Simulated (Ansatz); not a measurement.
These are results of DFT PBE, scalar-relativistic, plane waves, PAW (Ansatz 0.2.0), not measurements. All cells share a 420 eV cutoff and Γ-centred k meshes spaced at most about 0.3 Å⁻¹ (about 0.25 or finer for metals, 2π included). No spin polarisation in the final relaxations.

All energies are static (0 K, no zero-point motion). All come from trial cells, and lower structures may exist.

Question: Which of these relaxed structures of Ge3Cl is the lowest in energy?
A. Space group Fm-3m (No. 225), cubic, a = 6.813 Å. Ge on a site of symmetry m-3m is surrounded by 8 Ge at 2.95 Å and 6 Cl at 3.41 Å; around Ge on a site of symmetry -43m lie 4 Cl at 2.95 Å, 4 Ge at 2.95 Å and 6 Ge at 3.41 Å; around Cl lie 8 Ge at 2.95 Å and 6 Ge at 3.41 Å.
B. Space group P6_3/mmc (No. 194), hexagonal, a = 7.638 Å, c = 3.708 Å. Ge has 4 Ge at 2.67 Å, 2 Cl at 3.10 Å, 2 Ge at 3.33 Å, 2 Ge at 3.71 Å and 2 Cl at 3.83 Å; Cl has 6 Ge at 3.10 Å, 2 Cl at 3.71 Å and 6 Ge at 3.83 Å.

Answer: B. It has space group P6_3/mmc (No. 194); the next, A, with the BiF3 (D0_3) type, space group Fm-3m (No. 225), lies 75 meV/atom higher. Counting Ge atoms around Cl (those within 1.25 times the shortest such distance or 1.15 times the sum of covalent radii; a plus sign parts nearer from farther groups; the shortest distance is added where it is long for a bond), the lowest has Cl 6+6 from 3.1 Å and the next has Cl 8+6 from 3.0 Å. Even the lowest lies +0.12 eV/atom against the elements.

In Fm-3m an odd number of electrons in the primitive cell allows no gap without spin; a larger cell or a magnetic state could open one. Cells relaxed within their symmetry can be saddle points. Some structure types and database cells were kept out of the candidates from the start, so a known form may be missing.
